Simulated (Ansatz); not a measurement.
# Rb2Ba8LiSb6O2: Coordination and ¹³⁵Ba quadrupole coupling

Cell: a Materials Project structure (computed, not necessarily an observed phase), taken as it stands.

```cif
data_Rb2Ba8LiSb6O2
_symmetry_space_group_name_H-M 'Fmm2'
_symmetry_Int_Tables_number 42
_cell_length_a 12.8107
_cell_length_b 17.0136
_cell_length_c 13.1686
_cell_angle_alpha 90.000
_cell_angle_beta 90.000
_cell_angle_gamma 90.000
loop_
_atom_site_label
_atom_site_type_symbol
_atom_site_symmetry_multiplicity
_atom_site_Wyckoff_symbol
_atom_site_fract_x
_atom_site_fract_y
_atom_site_fract_z
Rb Rb 8 d 0.2450 0.5000 0.7444
Ba3 Ba 16 e 0.6546 0.3519 0.5039
Ba6 Ba 8 c 0.5000 0.8257 0.3463
Ba8 Ba 8 c 0.5000 0.8481 0.6515
Li Li 4 a 0.5000 0.5000 0.8215
Sb12 Sb 8 d 0.8859 0.5000 0.4919
Sb13 Sb 4 a 0.5000 0.5000 0.3699
Sb15 Sb 4 a 0.5000 0.5000 0.6233
Sb16 Sb 8 b 0.2500 0.2500 0.2494
O O 8 c 0.5000 0.7450 0.5050
```

One atom of each set is listed; the run and its k-mesh use a cell of 19 atoms with edges of 10.76, 9.19, 10.65 Å.

The numbers come from a DFT calculation in Ansatz (PBE, plane waves and PAW, scalar-relativistic, 420 eV cutoff, Γ-centred 4×4×4 k-points, Fermi–Dirac smearing 0.05 eV).

Q(¹³⁵Ba) = 153.0 mb.

Task: Rank these Ba sites by |C_Q|, smallest first.
A. Ba8: 1 O at 2.61 Å, 5 Sb at 3.64–3.87 Å; also 2 Ba at 3.92–4.04 Å
B. Ba3: 1 O at 2.58 Å, 5 Sb at 3.57–3.97 Å; also 4 Ba at 3.96–4.39 Å
C. Ba6: 1 O at 2.50 Å

Result: B (25.2 MHz, η = 0.35), A (39.5 MHz, η = 0.49), C (45.1 MHz, η = 0.44).

At Ba3 and Ba8 V_zz points along its shortest bond, to O (within 6°) in each case.

With no gap above 0.1 eV, as in a metal, the gradients converge slowly in k; expect changes of a tenth or more on a denser mesh. Without spin–orbit coupling (the program notes it for Ba and Sb) the gradients can shift somewhat, as the gap is small.
